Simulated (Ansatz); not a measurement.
Sn (hcp (Mg type), P6_3/mmc) at seven volumes, r²SCAN (plane waves, PAW; program Ansatz), shape and atoms relaxed at each. One row is withheld.

```json
[
 {"V (Å³/atom)": "24.565", "P (GPa)": "6.17"},
 {"V (Å³/atom)": "25.375", "P (GPa)": "3.70"},
 {"V (Å³/atom)": "26.184", "P (GPa)": "1.64"},
 {"V (Å³/atom)": "26.994", "P (GPa)": "0.00"},
 {"V (Å³/atom)": "27.804", "P (GPa)": "-1.44"},
 {"V (Å³/atom)": "28.614", "P (GPa)": "-2.61"},
 {"V (Å³/atom)": "29.424", "P (GPa)": "?"}
]
```

**Question.** Fit the shown pressures and predict the withheld one.

**Answer.** P = (3/2)B₀(x^(7/2) − x^(5/2))[1 + (3/4)(B′ − 4)(x − 1)] with x = (V₀/V)^(2/3). Least squares on the six rows gives V₀ = 26.978 Å³/atom, B₀ = 51.5 GPa, B′ = 5.21. At V = 29.424, x = 0.9438 and P = -3.57 GPa. The run itself gave -3.61 GPa.

The cell is a constructed one: a structure type filled with these elements; neither database checked (COD, Materials Project) lists it. It is not the phase usual at ambient conditions (space group No. 141). The cell keeps a stress of up to 0.2 GPa. The r²SCAN relaxation kept the symmetry of its start; of distortions, only those at the zone centre were tested, and some modes there are weakly imaginary. Scalar-relativistic: spin–orbit coupling is off unless named, which matters more the heavier the elements.

Potentials: the later of the program's two PAW sets.
